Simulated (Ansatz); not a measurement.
## BC₃: forces and stress of a distorted cell

This is artificial BC₃ built from a cell of pyramidal units and then distorted.

PBE, full-potential LAPW in Ansatz, scalar-relativistic, point nucleus. 2×2×2 (shift 0.5, 0.5, 0.5 mesh steps) k-points (coarse, not zone-converged), Fermi–Dirac occupations at kT = 0.15 eV. For a metal, stress, forces and moments on so few k-points can be far from the converged ones. Spin-restricted. The cell's electron count is odd, so a run with spin could end lower. Atoms are numbered as listed.

```
B C
1.0
     3.66147   -0.02180   -0.07077
    -0.02180    3.53091    0.08717
    -0.07077    0.08717    3.53629
B C
1 3
Direct
  0.79678 0.40711 0.43653
  0.00086 0.62484 0.64667
  0.01463 0.15047 0.17600
  0.58913 0.60098 0.14019
```

(1) Predict the output of the run.

(2) Switch to r2SCAN by all-electron PAW datasets generated for the cell without frozen cores, scalar-relativistic, point nucleus, all else held.

(3) Switch to LDA (PW92) by all-electron full-potential LAPW, scalar-relativistic, point nucleus, all else held.

Answers

(1) 
| atom | Fx (eV/Å) | Fy (eV/Å) | Fz (eV/Å) |
| --- | --- | --- | --- |
| B1 | -2.387 | -6.143 | -2.269 |
| C2 | 3.825 | 4.778 | 6.740 |
| C3 | -0.140 | -0.180 | -0.801 |
| C4 | -1.298 | 1.546 | -3.670 |

Stress xx yy zz yz xz xy in GPa, positive in compression: 8.20 9.55 20.19 14.49 25.78 1.28.

The all-electron free energy E − TS (its zero hangs on the relativistic scheme and nucleus) is -3772.096 eV and the pressure is 12.65 GPa. The largest force is 9.105 eV/Å.

(2) Compared with PBE, the pressure decreases by 0.84 GPa to 11.81 GPa, and the forces move by 0.173 eV/Å (r.m.s. over the atoms).

| atom | Fx (eV/Å) | Fy (eV/Å) | Fz (eV/Å) |
| --- | --- | --- | --- |
| B1 | -2.294 | -6.154 | -2.346 |
| C2 | 3.710 | 4.607 | 6.701 |
| C3 | -0.234 | -0.005 | -0.725 |
| C4 | -1.182 | 1.552 | -3.630 |

(3) Relative to PBE, the pressure decreases by 6.71 GPa to 5.94 GPa, and the forces move by 0.225 eV/Å (r.m.s. over the atoms).

```
atom  Fx (eV/Å)  Fy (eV/Å)  Fz (eV/Å)
  B1     -2.284     -5.910     -2.285
  C2      3.623      4.623      6.607
  C3     -0.204     -0.151     -0.751
  C4     -1.136      1.438     -3.571
```
